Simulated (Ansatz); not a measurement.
YCu₂:
```xyz
6
Lattice="-2.1293 3.4331 3.6218 2.1293 -3.4331 3.6218 2.1293 3.4331 -3.6218" Properties=species:S:1:pos:R:3 pbc="T T T"
Cu     0.0000     0.3642     1.1953
Cu     0.0000     3.0689     1.1953
Cu     2.1293     3.0689     2.4265
Cu     2.1293     0.3642     2.4265
Y      0.0000     1.7166     3.9353
Y      2.1293     1.7166    -0.3135
```

Relaxed with r²SCAN.

Q: Give the Bader charges and basin volumes of the independent atoms, the program Ansatz at the r²SCAN level (PAW).

A: 

```tsv
atom	Bader charge (e)	Bader volume (Å³)
Cu1	-0.82	18.6
Y5	+1.63	15.8
```

Space group Imma. The workflow started from an entry of the Crystallography Open Database (COD). Whether it is the stable phase at ambient conditions was not checked. The cell was relaxed with r²SCAN under the symmetry of its start; whether a distortion lowers the energy is not shown. The run is not spin-polarised.

Potentials: the later of the program's two PAW sets.
